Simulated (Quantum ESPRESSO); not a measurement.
## Kohn-Sham bands of Sn2SeS (Pmc2₁)

```xyz
8
Lattice="4.0385 0.0000 0.0000 0.0000 4.6518 0.0000 0.0000 0.0000 11.4896" Properties=species:S:1:pos:R:3 pbc="T T T"
Sn     0.0000     0.4902    -4.3955
Sn     0.0000    -0.4902     1.3493
Sn     2.0192     1.6680     4.3324
Sn     2.0192    -1.6680    -1.4124
Se     0.0000    -1.1314     4.0530
Se     0.0000     1.1314    -1.6918
S      2.0192    -1.1884    -3.9899
S      2.0192     1.1884     1.7549
```

Cell from Materials Project (mp-1218960), symmetrised, no further relaxation. Not found in the COD (Crystallography Open Database) copy used; not checked further. Computed values, not measurements, from PBEsol: Quantum ESPRESSO (norm-conserving PseudoDojo potentials, cutoff 69 Ry, no spin polarisation, no spin-orbit coupling) on a Γ-centred 4×4×4 mesh, then Wannier90. Density: 8×8×4 mesh, Gaussian smearing 0.01 Ry. The cell is built of weakly bound layers, chains or molecules, whose nearest atoms lie 3.45 Å apart. Database cells relaxed without dispersion often hold them too far apart, which can enlarge gaps and weakens couplings between them; spacing and stacking were not compared with the measured crystal. Spin-orbit coupling is left out although heavy elements are present.

Energies are relative to the valence-band maximum; weights are on the orthonormalised atomic waves of the pseudopotential files, averaged over the group. 100 electrons a cell are treated as valence.

```
bands  from (eV)  to (eV)  filling  weight on atomic waves
-----  ---------  -------  -------  ----------------------
1–10      -47.48   -47.42   filled                     ___
11–30     -21.25   -21.13   filled                     ___
31–34     -13.68   -12.15   filled                     ___
35–50      -7.92     0.00   filled                     ___
```

Question: Which atomic shells make up each group?

Answer: 
- 1–10, weight on atomic waves: Se 3d 100 %
- 11–30, weight on atomic waves: Sn 4d 100 %
- 31–34, weight on atomic waves: Se 4s 40 %, S 3s 39 %, Sn 5p 14 %
- 35–50, weight on atomic waves: S 3p 28 %, Se 4p 28 %, Sn 5s 21 %

The Kohn-Sham gap over both meshes and the path is 0.67 eV.
